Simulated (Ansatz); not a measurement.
AlV₄C₃:
```xyz
16
Lattice="2.9067 0.0000 0.0000 -1.4534 2.5173 0.0000 0.0000 0.0000 22.7081" Properties=species:S:1:pos:R:3 pbc="T T T"
Al     0.0000     1.6782     5.6770
Al     1.4534     0.8391    17.0311
V      0.0000     0.0000    19.2001
V      0.0000     0.0000     3.5080
V      0.0000     0.0000     7.8461
V      0.0000     0.0000    14.8620
V      1.4534     0.8391    21.4750
V      0.0000     1.6782     1.2331
V      0.0000     1.6782    10.1210
V      1.4534     0.8391    12.5871
C      0.0000     1.6782    20.2599
C      1.4534     0.8391     2.4482
C      1.4534     0.8391     8.9058
C      0.0000     1.6782    13.8022
C      0.0000     0.0000    11.3540
C      0.0000     0.0000     0.0000
```

Relaxed with r²SCAN. Special points in fractions of this cell's reciprocal vectors: Γ (0.000, 0.000, 0.000); M (0.500, 0.000, 0.000); K (0.333, 0.333, 0.000); A (0.000, 0.000, 0.500); L (0.500, 0.000, 0.500); H (0.333, 0.333, 0.500).

List the band energies nearest the Fermi level at these points for DFT-r²SCAN in the program Ansatz with PAW potentials.

In eV from the Fermi level; about four levels below and three above (degenerate sets whole), none deeper than 8.9 eV; points with the same levels are listed once.

```json
[
 {"k": "Γ", "below": "-0.11 -0.11 -0.10 -0.10", "above": "0.04 0.04 0.04 0.04"},
 {"k": "M", "below": "-1.87 -1.87 -0.55 -0.49", "above": "0.71 0.89 0.93"},
 {"k": "K", "below": "-1.99 -1.99 -0.95 -0.95", "above": "0.78 0.85 0.94"},
 {"k": "A", "below": "-0.10 -0.10 -0.10 -0.10", "above": "0.04 0.04 0.04 0.04"},
 {"k": "L", "below": "-1.87 -1.87 -0.53 -0.53", "above": "0.80 0.80 0.92 0.92"},
 {"k": "H", "below": "-1.99 -1.99 -0.95 -0.95", "above": "0.81 0.81 0.98 0.98"}
]
```

Space group P6_3/mmc. The start of the workflow was typed in or built on a structure type; the Crystallography Open Database copy checked does not list it. Its standing as an ambient phase is unchecked. Symmetry was held in the r²SCAN relaxation; its stability against distortions is not shown here. The workflow began spin-polarised and lost its moments.

Potentials: the later of the program's two PAW sets.
